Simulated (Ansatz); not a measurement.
Level of theory: Ansatz, DFT PBE, scalar-relativistic, plane waves, PAW. Settings: cutoff 420 eV, Γ-centred meshes spaced at most about 0.3 Å⁻¹, and about 0.25 Å⁻¹ or finer for metals (2π included), Gaussian smearing. No spin polarisation in the final relaxations.

Temperature and zero-point effects are left out.

Compare these two cells of SrYbGa, each relaxed at this level.

A.

```cif
data_structure
_symmetry_space_group_name_H-M 'P4/nmm:1'
_symmetry_Int_Tables_number 129
_cell_length_a 5.2333
_cell_length_b 5.2333
_cell_length_c 7.8127
_cell_angle_alpha 90.000
_cell_angle_beta 90.000
_cell_angle_gamma 90.000
_cell_volume 213.97
loop_
_atom_site_label
_atom_site_type_symbol
_atom_site_symmetry_multiplicity
_atom_site_Wyckoff_symbol
_atom_site_fract_x
_atom_site_fract_y
_atom_site_fract_z
_atom_site_occupancy
Sr1 Sr 2 c 0.00000 0.50000 0.70862 1
Yb1 Yb 2 c 0.00000 0.50000 0.18383 1
Ga1 Ga 2 a 0.00000 0.00000 0.00000 1
```

B.

```cif
data_structure
_symmetry_space_group_name_H-M 'P6_3/mmc'
_symmetry_Int_Tables_number 194
_cell_length_a 5.5147
_cell_length_b 5.5147
_cell_length_c 7.0303
_cell_angle_alpha 90.000
_cell_angle_beta 90.000
_cell_angle_gamma 120.000
_cell_volume 185.16
loop_
_atom_site_label
_atom_site_type_symbol
_atom_site_symmetry_multiplicity
_atom_site_Wyckoff_symbol
_atom_site_fract_x
_atom_site_fract_y
_atom_site_fract_z
_atom_site_occupancy
Sr1 Sr 2 c 0.33333 0.66667 0.25000 1
Yb1 Yb 2 a 0.00000 0.00000 0.50000 1
Ga1 Ga 2 d 0.66667 0.33333 0.25000 1
```

Question: Which would you expect to be lower, and how large is the difference?

Answer: They are level within the accuracy (3 meV/atom apart, with B the lower in these runs). A has space group P4/nmm (No. 129), 35.7 Å³/atom and no gap on its mesh; B has space group P6_3/mmc (No. 194), 30.9 Å³/atom and no gap. Counting all near atoms (those within 1.25 times the shortest distance at each site; a plus sign parts nearer from farther groups), A has Sr 10, Yb 4+1, Ga 4+8 and B has Sr 3+8, Yb 14, Ga 3+8. In A, Sr is surrounded by 4 Ga at 3.47 Å, 5 Yb at 3.71–3.79 Å and 1 Yb at 4.10 Å; Yb is surrounded by 4 Ga at 2.98 Å, 5 Sr at 3.71–3.79 Å and 1 Sr at 4.10 Å; Ga is surrounded by 4 Yb at 2.98 Å, 4 Sr at 3.47 Å and 4 Ga at 3.70 Å. In B, Sr has 3 Ga at 3.18 Å, 2 Ga at 3.52 Å and 6 Yb at 3.64 Å; Yb is surrounded by 2 Yb at 3.52 Å, 6 Ga at 3.64 Å and 6 Sr at 3.64 Å; around Ga lie 3 Sr at 3.18 Å, 2 Sr at 3.52 Å and 6 Yb at 3.64 Å. Both come from invented guesses.

For metals, differences of a few meV/atom aren't resolved. The 4f shell of Yb is treated without a Hubbard U. Trial moments died out on the coarse mesh in P4/nmm and P6_3/mmc; another magnetic start might hold. Cells relaxed within their symmetry can be saddle points.
